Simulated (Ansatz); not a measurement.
Input, command and steps of an Ansatz relaxation.

```yaml
crystal:
  lattice:
    - [0.0, 3.7738563755, 3.7738563755]
    - [3.7738563755, 0.0, 3.7738563755]
    - [3.7738563755, 3.7738563755, 0.0]
  atoms:
    - { symbol: Rb, position: [0.0, 0.0, 0.0] }
    - { symbol: Co, position: [0.25, 0.25, 0.25], spin: 1.71 }
    - { symbol: W, position: [0.62577, 0.12269, 0.62577] }
    - { symbol: W, position: [0.62577, 0.62577, 0.12269] }
    - { symbol: W, position: [0.62577, 0.62577, 0.62577] }
    - { symbol: W, position: [0.12269, 0.62577, 0.62577] }
basis:
  ecutwfc: 420
kpoints:
  mp_grid: { grid: [4, 4, 4] }
hamiltonian:
  xc: pbe
scf:
  occupations: { method: gaussian, width: 0.1 }
  lower_state_search: "off"
output:
  forces: true
  stress: true
  eigenvalues: true
  populations: true
magnetization:
  spin_polarized: true
relax:
  adjacent_minimum: "off"
  f_tol: 0.04
  max_steps: 70
  cell: { stress_tol: 0.4 }
```

```bash
ansatz run input.yaml --threads 1 --pin off --max-ram 2560MiB --backend cpu --events-out ev --progress --plain --runs-dir out
```

Level of theory: DFT PBE, scalar-relativistic, plane waves, PAW (Ansatz 0.2.0).

Of 5 frames 5 are shown, positions in Å and forces in eV/Å; the SCF threshold varies from step to step. Steps run on the plane waves of an earlier cell, with a Pulay correction in the pressure. The basis is chosen afresh for the last frame, the zero of the energies, and at times for earlier ones too; energy and pressure can step there, also at an unchanged geometry. Where two frames share a geometry here, they differ by under 2 meV/atom and 0.3 GPa. The mark taken_back stands on steps that the optimiser undid.

```xyz
6
Lattice="0.0000 3.7739 3.7739 3.7739 0.0000 3.7739 3.7739 3.7739 0.0000" Properties=species:S:1:pos:R:3:forces:R:3 pbc="T T T" step=1 free_energy_over_end_meV_per_atom=31.19 pressure_GPa=9.32
Rb    0.0000    0.0000    0.0000    0.0000    0.0000    0.0000
Co    1.8869    1.8869    1.8869    0.0000    0.0000    0.0000
W     2.8246    4.7231    2.8246    0.1858   -0.1858    0.1858
W     2.8246    2.8246    4.7231    0.1858    0.1858   -0.1858
W     4.7231    4.7231    4.7231   -0.1858   -0.1858   -0.1858
W     4.7231    2.8246    2.8246   -0.1858    0.1858    0.1858
6
Lattice="0.0000 3.9404 3.9404 3.9404 0.0000 3.9404 3.9404 3.9404 0.0000" Properties=species:S:1:pos:R:3:forces:R:3 pbc="T T T" step=2 free_energy_over_end_meV_per_atom=41.17 pressure_GPa=-8.78 taken_back
Rb    0.0000    0.0000    0.0000    0.0000    0.0000    0.0000
Co    1.9702    1.9702    1.9702    0.0000    0.0000    0.0000
W     2.9551    4.9258    2.9551   -0.0222    0.0222   -0.0222
W     2.9551    2.9551    4.9258   -0.0222   -0.0222    0.0222
W     4.9258    4.9258    4.9258    0.0222    0.0222    0.0222
W     4.9258    2.9551    2.9551    0.0222   -0.0222   -0.0222
6
Lattice="0.0000 3.8562 3.8562 3.8562 0.0000 3.8562 3.8562 3.8562 0.0000" Properties=species:S:1:pos:R:3:forces:R:3 pbc="T T T" step=3 free_energy_over_end_meV_per_atom=0.73 pressure_GPa=-0.82
Rb    0.0000    0.0000    0.0000    0.0000    0.0000    0.0000
Co    1.9281    1.9281    1.9281    0.0000    0.0000    0.0000
W     2.8907    4.8218    2.8907    0.0248   -0.0248    0.0248
W     2.8907    2.8907    4.8218    0.0248    0.0248   -0.0248
W     4.8218    4.8218    4.8218   -0.0248   -0.0248   -0.0248
W     4.8218    2.8907    2.8907   -0.0248    0.0248    0.0248
6
Lattice="0.0000 3.8494 3.8494 3.8494 0.0000 3.8494 3.8494 3.8494 0.0000" Properties=species:S:1:pos:R:3:forces:R:3 pbc="T T T" step=4 free_energy_over_end_meV_per_atom=0.39 pressure_GPa=-0.08
Rb    0.0000    0.0000    0.0000    0.0000    0.0000    0.0000
Co    1.9247    1.9247    1.9247    0.0000    0.0000    0.0000
W     2.8859    4.8129    2.8859    0.0223   -0.0223    0.0223
W     2.8859    2.8859    4.8129    0.0223    0.0223   -0.0223
W     4.8129    4.8129    4.8129   -0.0223   -0.0223   -0.0223
W     4.8129    2.8859    2.8859   -0.0223    0.0223    0.0223
6
Lattice="0.0000 3.8494 3.8494 3.8494 0.0000 3.8494 3.8494 3.8494 0.0000" Properties=species:S:1:pos:R:3:forces:R:3 pbc="T T T" step=5 free_energy_over_end_meV_per_atom=0.00 pressure_GPa=-0.07
Rb    0.0000    0.0000    0.0000    0.0000    0.0000    0.0000
Co    1.9247    1.9247    1.9247    0.0000    0.0000    0.0000
W     2.8859    4.8129    2.8859    0.0224   -0.0224    0.0224
W     2.8859    2.8859    4.8129    0.0224    0.0224   -0.0224
W     4.8129    4.8129    4.8129   -0.0224   -0.0224   -0.0224
W     4.8129    2.8859    2.8859   -0.0224    0.0224    0.0224
```

The start puts this composition into another compound's structure type, which needn't suit it. At the end the space group is F-43m (tolerance 0.05 Å).

It took 79 s on 1 thread of AMD EPYC 7R43 64-Core Processor (Zen 3), with other jobs on the host, peak memory 0.47 GiB.

The k mesh is coarse. Spin-orbit coupling is left out, which matters for the bands of heavy elements.